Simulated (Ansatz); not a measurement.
Relaxed-ion elastic tensor of InAs (zinc blende, space group No. 216) in GPa (Voigt order), r²SCAN in the plane-wave PAW code Ansatz; density 5.53 g/cm³, 28.48 Å³ per atom.

```csv
,1,2,3,4,5,6
1,83.0,45.1,45.1,0.0,0.0,0.0
2,45.1,83.0,45.1,0.0,0.0,0.0
3,45.1,45.1,83.0,0.0,0.0,0.0
4,0.0,0.0,0.0,37.9,0.0,0.0
5,0.0,0.0,0.0,0.0,37.9,0.0
6,0.0,0.0,0.0,0.0,0.0,37.9
```

Q: Is the crystal mechanically stable?

A: Yes: the smallest eigenvalue of C is 37.9 GPa.

Q: Work out the Voigt, Reuss and Hill averages.

A: K_V = 57.8, K_R = 57.8, K_H = 57.8; G_V = 30.3, G_R = 27.1, G_H = 28.7 GPa.

Q: Give Young's modulus, Poisson's ratio, Pugh's ratio and the universal anisotropy index.

A: E = 9KG/(3K + G) = 73.9 GPa; ν = 0.29; K/G = 2.01 (ductile by the Pugh limit of 1.75); A_U = 5G_V/G_R + K_V/K_R − 6 = 0.60.

Q: Estimate the sound speeds and the Debye temperature.

A: v_l = √((K + 4G/3)/ρ) = 4170 m/s, v_t = √(G/ρ) = 2280 m/s, mean 2540 m/s; Θ = (h/k)(3n/4πV)^(1/3) v_m = 248 K.

Q: Give the Zener ratio and Young's modulus along [100], [110] and [111].

A: A = 2C44/(C11 − C12) = 2.00; 1/E = S11 − 2(S11 − S12 − S44/2)Γ with Γ = 0, 1/4, 1/3 gives 51.3, 77.4, 93.3 GPa.

Space group F-43m (zinc blende). The cell was relaxed with r²SCAN under the symmetry of its start; phonons on a q-mesh show no instability.

Potentials: the earlier of the program's two PAW sets.
